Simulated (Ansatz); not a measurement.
The start is a relaxed AgCl cell with every coordinate shifted by Gaussian noise of σ = 0.3 Å. The cell and all atomic positions are relaxed at zero pressure with r2SCAN (plane waves to 500 eV, PAW, scalar-relativistic; Ansatz, a first-principles code). The first steps use a coarse 7×7×7 k-mesh.

Input geometry:
```
CELL_PARAMETERS angstrom
      0.00000     2.77252     2.77252
      2.77252     0.00000     2.77252
      2.77252     2.77252     0.00000
ATOMIC_POSITIONS crystal
  Cl 0.06572 0.85245 0.20052
  Ag 0.44695 0.57276 0.55355
```

```yaml
relative_to_the_parent: It returns to the parent structure, Fm-3m (No. 225)
optimiser_moves: 7
```

Final values are on a 10×10×10 k-mesh of the relaxed cell. No spin polarisation in the result.
